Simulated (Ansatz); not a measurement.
CsTiAlO4:
```yaml
crystal:
  lattice:
    - [-2.84425, 4.32597, 4.91235]
    - [2.84425, -4.32597, 4.91235]
    - [2.84425, 4.32597, -4.91235]
  atoms:
    - { symbol: Cs, position: [0.45876, 0.95876, 0.50000] }
    - { symbol: Cs, position: [0.05977, 0.05977, 0.00000] }
    - { symbol: Ti, position: [0.46120, 0.67081, 0.79039] }
    - { symbol: Ti, position: [0.88042, 0.67081, 0.20961] }
    - { symbol: Al, position: [0.63799, 0.32711, 0.31088] }
    - { symbol: Al, position: [0.01624, 0.32711, 0.68912] }
    - { symbol: O, position: [0.04185, 0.50687, 0.03059] }
    - { symbol: O, position: [0.47627, 0.01126, 0.96941] }
    - { symbol: O, position: [0.04185, 0.01126, 0.53498] }
    - { symbol: O, position: [0.47627, 0.50687, 0.46502] }
    - { symbol: O, position: [0.78808, 0.50313, 0.28495] }
    - { symbol: O, position: [0.21818, 0.50313, 0.71505] }
    - { symbol: O, position: [0.78160, 0.28160, 0.50000] }
    - { symbol: O, position: [0.66151, 0.66151, 0.00000] }
```

Relaxed with LDA. Special points in fractions of this cell's reciprocal vectors: Γ (0.000, 0.000, 0.000); X (0.500, 0.500, -0.500); F2 (0.334, 0.666, -0.334); Σ0 (-0.334, 0.334, 0.334); Y0 (0.444, -0.444, 0.444); U0 (0.556, 0.444, -0.444); R (0.000, 0.500, 0.000); W (0.250, 0.250, 0.250); S (0.500, 0.000, 0.000); T (0.000, 0.000, 0.500).

Question: List the band energies nearest the valence-band maximum at these points for the program Ansatz at the LDA level (PAW).

Answer: In eV from the valence-band maximum; about four levels below and three above (degenerate sets whole), none deeper than 8.9 eV; points with the same levels are listed once.

```
k                     below           above
--  -----------------------  --------------
Γ   -0.97 -0.38 -0.36 -0.12  4.17 4.21 4.28
X   -0.84 -0.37 -0.29 -0.03  4.08 4.17 4.55
F2  -1.03 -0.63 -0.27 -0.16  4.08 4.30 4.73
Y0  -0.84 -0.38 -0.29 -0.02  4.09 4.16 4.58
R   -0.97 -0.79 -0.25 -0.20  4.09 4.36 4.72
W   -1.03 -0.60 -0.23 -0.20  4.06 4.25 4.87
S    -0.66 -0.57 -0.43 0.00  4.11 4.17 4.77
T   -0.89 -0.67 -0.28 -0.20  4.07 4.27 4.86
```

Space group Imm2. The workflow started from a Materials Project entry (that database holds measured and hypothetical structures alike); the Crystallography Open Database copy checked does not list it. Whether it is the stable phase at ambient conditions was not checked. The LDA relaxation kept the symmetry of its start; its stability against distortions is not shown here. No spin polarisation was allowed. Scalar-relativistic: spin–orbit coupling is off unless named, which matters more the heavier the elements.

Potentials: the later of the program's two PAW sets.
